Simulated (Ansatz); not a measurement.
## Squeezing HfN (rocksalt type)

```xyz
2
Lattice="0.0000 2.2741 2.2741 2.2741 0.0000 2.2741 2.2741 2.2741 0.0000" Properties=species:S:1:pos:R:3 pbc="T T T"
Hf    0.0000    0.0000    0.0000
N     2.2741    2.2741    2.2741
```

The cell comes from a relaxation on PAW files under the same functional, begun from a prototype that needn't be the stable phase.

Its volume is scaled at fixed shape and fractional positions.

Computed with Ansatz 0.2.0; functional PBE, scalar-relativistic. Settings: a Γ-centred 15×15×15 k mesh, Fermi–Dirac smearing of 0.1 eV, no spin polarisation. Methods: LAPW: all electrons, basis error target 1 meV/atom; PAW: frozen-core files, cutoff 420 eV; crystal datasets: all electrons, by PAW datasets that the program makes for each cell; norm-conserving: pseudopotentials, cutoff 1240 eV; PAW (partial waves polarizable): frozen-core files, cutoff 420 eV.

Energies are extrapolated to zero smearing and count from the unscaled cell; pressure is positive in compression; gaps take the mesh and a band path. No temperature or zero-point motion is included.

Spin–orbit coupling is left out, which matters for the heavy atoms.

```
V/V0  V (Å³/atom)  P LAPW (GPa)  ΔE LAPW (eV/atom)  P PAW − LAPW (GPa)  ΔE PAW − LAPW (meV/atom)
1.00        11.76          0.06              0.000               -0.06                       0.0
0.94        11.05         18.64              0.039               -0.08                      -0.3
0.88        10.35             ?                  ?                   ?                         ?
0.80         9.41          94.3              0.569               -0.22                      -1.6
0.72         8.47         173.1              1.336               -0.40                      -3.4
0.64         7.53         300.1              2.695               -0.55                      -6.2
0.55         6.47         548.7              5.415               -0.20                      -9.5
```

Q: Fit the Vinet equation to the LAPW pressures shown (residuals weighted by 1/(|P| + 0.03·Pmax)), and predict the pressure of the withheld row.

A: The fit gives V0 = 11.76 Å³/atom, B0 = 257 GPa and B0′ = 4.56. At 10.35 Å³/atom, x = (V/V0)^(1/3) = 0.9582, and P = 3·B0·(1 − x)/x²·exp[1.5·(B0′ − 1)·(1 − x)] = 44.0 GPa. The run itself gave 44.2 GPa (-0.5 % off) and ΔE = 0.174 eV/atom.

Q: From the table, what is the rise of the enthalpy H = E + pV up to the last row, and how stiff is the crystal between the last two rows?

A: ΔH = 5.415 eV + (548.7 GPa × 6.47 Å³ − 0.06 GPa × 11.76 Å³) × 0.006242 eV/(GPa·Å³) = 27.56 eV/atom, of which pV makes 80 %. The mean bulk modulus there is −ΔP/Δln V = 1640 GPa.

Q: At the smallest volume, how far do crystal datasets and norm-conserving and PAW (partial waves polarizable) lie from LAPW in pressure?

A: crystal datasets: 0.00 GPa; norm-conserving: -0.01 GPa; PAW (partial waves polarizable): -0.20 GPa, on a LAPW pressure of 548.7 GPa.

Q: How do the Löwdin populations by LAPW change from the unscaled cell to the last row?

A: Hf 5s 1.95 → 1.87, Hf 6s 0.43 → 0.37, Hf 5d 2.90 → 3.52, Hf 4f 14.00 → 13.95, N 2s 1.47 → 1.25, N 2p 4.22 → 4.05 electrons an atom. These are projections on the shells that the free atoms fill; 0.05 e a cell lies outside them at the start and 0.05 e at the end.
